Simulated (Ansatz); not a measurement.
A distorted cell of ZnO (wurtzite):

```
ZnO
1.0
    3.27960     0.00000     0.00000
   -1.63980     2.84021     0.00000
    0.00000     0.00000     5.29330
Zn O
2 2
Direct
  0.67471   0.34941   0.00215
  0.34137   0.68275   0.50215
  0.63380   0.26761   0.62305
  0.30047   0.60094   0.12305
```

All values below come from PBE (plane waves to 420 eV, PAW, scalar-relativistic; Ansatz, a quantum-chemistry and plane-wave program). k mesh 12×12×6 (Γ-centred), Fermi-Dirac smearing 0.05 eV. Compression counts positive. ZnO was relaxed with its symmetry unable to fall.

### Question
Predict the force on every atom, in eV/Å.

### Answer
```json
[
 {"atom": "Zn1", "Fx": "0.000", "Fy": "-0.913", "Fz": "-0.354"},
 {"atom": "Zn2", "Fx": "0.000", "Fy": "-2.533", "Fz": "-0.696"},
 {"atom": "O3", "Fx": "0.000", "Fy": "2.590", "Fz": "0.673"},
 {"atom": "O4", "Fx": "0.000", "Fy": "0.857", "Fz": "0.378"}
]
```

### Question
Give the stress tensor in GPa and the pressure.

### Answer
```
    2.7      0.0      0.0
    0.0      8.4      6.5
    0.0      6.5      0.7
```
The pressure, a third of the trace, is 3.9 GPa.

(A displaced cell: forces are minus the slopes of the energy, force constants its curvatures, and phonons follow from these.)
